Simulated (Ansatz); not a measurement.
## TiC: from a starting cell to a relaxed one

The start is a randomly generated symmetric cell of TiC (space group No. 166). A full variable-cell relaxation at zero pressure is run with PBE (plane waves to 420 eV, PAW, scalar-relativistic; Ansatz, a program for electronic structure). The first steps use a coarse 6×6×6 k-mesh.

Input geometry:
```yaml
crystal:
  lattice:
    - [2.47134, 1.42683, 4.69643]
    - [-2.47134, 1.42683, 4.69643]
    - [0.00000, -2.85365, 4.69643]
  atoms:
    - { symbol: C, position: [0.00000, 0.00000, 0.00000] }
    - { symbol: C, position: [0.00000, 0.00000, 0.50000] }
    - { symbol: C, position: [0.50000, 0.00000, 0.00000] }
    - { symbol: C, position: [0.00000, 0.50000, 0.00000] }
    - { symbol: Ti, position: [0.50000, 0.50000, 0.50000] }
    - { symbol: Ti, position: [0.50000, 0.50000, 0.00000] }
    - { symbol: Ti, position: [0.00000, 0.50000, 0.50000] }
    - { symbol: Ti, position: [0.50000, 0.00000, 0.50000] }
```

| Item | Result |
|---|---|
| Initial pressure | -16 GPa (negative: the cell is under tension) |
| Outcome | The space group goes from R-3m (No. 166) to Fd-3m (No. 227), with 8 atoms in the primitive cell |
| Energy released | 0.14 eV/atom |
| Volume change | -14.7 %, from 12.42 to 10.59 Å³/atom |
| Band gap at the end | no gap (metallic) |
| Optimiser moves | 7 |

The end point of the relaxation:

```cif
data_C16Ti16
_chemical_formula_sum 'C16 Ti16'
_space_group_name_H-M_alt 'Fd-3m :1'
_space_group_IT_number 227
_space_group_name_Hall 'F 4d 2 3 -1d'
_cell_length_a 6.97214
_cell_length_b 6.97214
_cell_length_c 6.97214
_cell_angle_alpha 90.000
_cell_angle_beta 90.000
_cell_angle_gamma 90.000
loop_
_atom_site_label
_atom_site_type_symbol
_atom_site_symmetry_multiplicity
_atom_site_Wyckoff_symbol
_atom_site_fract_x
_atom_site_fract_y
_atom_site_fract_z
_atom_site_occupancy
C1 C 16 d 0.62500 0.62500 0.62500 1
Ti1 Ti 16 c 0.12500 0.12500 0.12500 1
```
(The calculation used a cell of 8 atoms; values per cell refer to that cell.)

Final values are on a 12×12×12 k-mesh of the relaxed cell. No spin polarisation in the result.

The run could not lose the symmetry of its start, so the end can be a saddle point.

All atoms sit on sites fixed by symmetry, so only the cell could relax.

The relaxed structure here is a generated cell of TiC: the first start was made by a random draw of sites in a space group, and the end was not matched to a known phase here, so it may be hypothetical. Known forms of TiC include space group No. 225.
